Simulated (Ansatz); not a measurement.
Si (I4_1/amd), two-dimensional strain map

These are results of DFT r2SCAN, scalar-relativistic, plane waves, PAW (Ansatz), not measurements. Settings: plane waves to 500 eV, k-mesh 20×20×20 (Γ-centred), Gaussian smearing 0.15 eV. No spin polarisation. Energies are free energies at this smearing, counted from the undisturbed cell; pressure is positive in compression.

The starting cell (as given, not relaxed at this level; it stands at 2.5 GPa; this form isn't the usual structure):

```yaml
crystal:
  lattice:
    - [-2.37137, 2.37137, 1.32927]
    - [2.37137, -2.37137, 1.32927]
    - [2.37137, 2.37137, -1.32927]
  atoms:
    - { symbol: Si, position: [0.25000, 0.75000, 0.50000] }
    - { symbol: Si, position: [0.50000, 0.50000, 0.00000] }
```

The cell is strained by p along both x and y and by q along z, fractional coordinates fixed. Points are written (p, q).

Energy above the undisturbed cell in meV/atom (a dash: not computed):

```csv
p \ q,-0.030,-0.015,0.000,0.015,0.030
-0.030,71.4,56.6,46.1,38.7,33.9
-0.015,33.6,–,15.3,–,10.8
0.000,11.3,3.7,0.0,-0.4,2.0
0.015,2.4,–,-2.2,–,5.8
0.030,4.4,4.0,6.8,12.5,20.6
```

Pressure in GPa:

```
 p \ q  -0.030  -0.015  0.000  0.015  0.030
-0.030    16.1    13.9   11.8   10.0    8.3
-0.015    10.7       –    6.8      –    3.6
 0.000     6.1     4.2    2.5    1.0   -0.4
 0.015     2.2       –   -1.2      –   -3.7
 0.030    -1.2    -2.8   -4.2   -5.4   -6.5
```